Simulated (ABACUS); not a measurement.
Input and output of a self-consistent single point for Ta₂O₅ (Pm, 7 atoms in the cell; from Materials Project mp-1238961, changed as shown) (ABACUS).

Method: PBEsol, PseudoDojo 0.4 standard norm-conserving PBEsol (tails mended) pseudopotentials (plane waves; ABACUS 3.10.1).

The change in words: atom 5 moved by +0.15 angstrom along z. Reference geometry (P2/m):
```xyz
7
Lattice="3.8414 0.0000 0.0000 0.0000 3.8627 0.0000 -1.8189 0.0000 6.5290" Properties=species:S:1:pos:R:3 pbc="T T T"
Ta     1.0558     0.0000     5.1664
Ta     0.9667     0.0000     1.3625
O      1.0914     1.9314     5.2123
O      0.9311     1.9314     1.3167
O     -0.8547     0.0000     5.6842
O      2.8771     0.0000     0.8447
O      1.0112     0.0000     3.2645
```

Reference input (self-consistent single point, DFT, PBEsol, plane waves, PseudoDojo 0.4 standard norm-conserving PBEsol (tails mended) pseudopotentials): KPT = Gamma 4 4 2 0 0 0; basis_type = pw; dft_functional = PBESOL; ecutwfc = 84 Ry; smearing_method = fd; smearing_sigma = 0.000734986 Ry; potentials = PseudoDojo 0.4 standard norm-conserving PBEsol (tails mended); symmetry = 1; ks_solver = dav_subspace; scf_nmax = 100; scf_thr = 1.0e-09 Ry; mixing_type = broyden. This run's input differs from it in these lines:

```diff
@@ -45,3 +45,3 @@
    0.9311101827    1.9313600000    1.3166953632
-  -0.8546587106    0.0000000000    5.6842431552
+  -0.8546581347    0.0000000000    5.8342460112
    2.8771297106    0.0000000000    0.8447168448
```

Log, with long lists cut:

```
 SELF-CONSISTENT
 -------------------------------------------
                                 init_chg = atomic

 PW ALGORITHM --------------- ION=   1  ELEC=   1--------------------------------

 Density error is 2.67345123119
                          Error Threshold = 0.01
 E_KohnSham     -425.2781931051      -5786.2066613730
 E_Fermi        0.5842642133         7.9493224389

 PW ALGORITHM --------------- ION=   1  ELEC=   2--------------------------------

 Density error is 0.118481447733
                          Error Threshold = 0.0047740200557
 E_KohnSham     -425.8293798728      -5793.7059420761
   [... lines left out ...]

 Density error is 5.86968804491e-09
                          Error Threshold = 5.8678421049e-11
 E_KohnSham     -425.8417712603      -5793.8745355531
 E_Fermi        0.5628400402         7.6578316091

 PW ALGORITHM --------------- ION=   1  ELEC=  12--------------------------------

 Density error is 6.26437366311e-10
                          Error Threshold = 1.04815857945e-11
 E_KohnSham     -425.8417712649      -5793.8745356157
 E_KS(sigma->0) -425.8417712649      -5793.8745356157
 E_entropy(-TS) 0.0000000000         0.0000000000
 E_Fermi        0.5628437057         7.6578814816
 charge density convergence is achieved
 final etot is -5793.8745356 eV
 EFERMI = 7.6578814816 eV

 STATE ENERGY(eV) AND OCCUPATIONS    NSPIN == 1
   [... 35 lines left out ...]

 TOTAL-FORCE (eV/Angstrom)
                       Ta1        -0.0940899077         0.0000000000         0.6773592395
                       Ta2         0.0273737061         0.0000000000        -0.0279118016
                        O1         0.0347650489         0.0000000000        -0.0706521618
                        O2        -0.0241346648         0.0000000000         0.2323526033
                        O3         0.0187602434         0.0000000000        -2.1408568229
                        O4         0.0196486942         0.0000000000         0.2079352650
                        O5         0.0176768799         0.0000000000         1.1217736786

 TOTAL-STRESS (KBAR)
       -43.0273232815         0.0000000000         0.5253619904
         0.0000000000       -26.2067377953         0.0000000000
         0.5253619904         0.0000000000        15.1243814829
 TOTAL-PRESSURE: -18.036560 KBAR

 --------------------------------------------
 !FINAL_ETOT_IS -5793.8745356157078277 eV
 --------------------------------------------
```

The run converged in 12 iterations. Against the reference run the free energy goes up by 20.7 meV/atom, the pressure goes from -2.68 to -1.80 GPa, the largest force goes from 0.067 to 2.141 eV/Å and the gap on the mesh goes from 2.176 to 2.027 eV.

Spin-orbit coupling is left out, which matters for bands and gaps with elements this heavy. Forces above 1 eV/Å remain at this geometry. The structure comes from a collection of computed structures, made at another level of theory; the collection holds predicted forms beside known ones.

Cost on one core: about 80 core-seconds (a rough figure).

“Tails mended”: in these copies of the files the far tail of each local potential was reset to the Coulomb form.
